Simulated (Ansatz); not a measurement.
**Property card for Hf2SnSe6**

These are results of Ansatz 0.2.0, DFT PBE, scalar-relativistic, plane waves, PAW, not measurements.

Settings: cutoff 420 eV, Γ-centred mesh 6×6×6 on the computed 9-atom cell, Gaussian smearing of 0.01 eV; no spin polarisation.

The structure is relaxed at this level of theory with its symmetry kept, and needn't be the ground state of this composition.

```
CELL_PARAMETERS angstrom
3.30594 1.90868 7.18236
-3.30594 1.90868 7.18236
0.00000 -3.81737 7.18235
ATOMIC_POSITIONS crystal
Hf 0.16665 0.16665 0.16665
Hf 0.83335 0.83335 0.83335
Sn 0.50000 0.50000 0.50000
Se 0.23405 0.57367 0.91318
Se 0.91318 0.23405 0.57367
Se 0.57367 0.91318 0.23405
Se 0.76595 0.42633 0.08682
Se 0.42633 0.08682 0.76595
Se 0.08682 0.76595 0.42633
```

**Question.** Formation energy from the elements' standard states (uncorrected)?

**Answer.** -0.958 eV/atom.

**Question.** Kohn–Sham band gap?

**Answer.** 0.17 eV.

**Question.** Orbital (Löwdin) character of the top 1 eV of the valence band?

**Answer.** Se 4p 92 %.

**Question.** Orbital (Löwdin) character of the lowest 1 eV of the conduction band?

**Answer.** Se 4p 38 %, Hf 5d 35 %, Sn 5s 23 %.

**Question.** Bader charge by site (e)?

**Answer.** Hf (2 in the cell) 2.00, Sn (1 in the cell) 1.24, Se (6 in the cell) -0.87.

Spin-orbit coupling is left out, which matters for the bands of heavy elements. The cell holds layers, chains or molecules and no dispersion correction was added, so their binding is poorly described.

The cell was found from a structure generator's guess, not taken from experiment. Kohn–Sham gaps at this level usually fall short of measured ones. Löwdin shares on free-atom orbitals overweight diffuse shells in the empty bands.
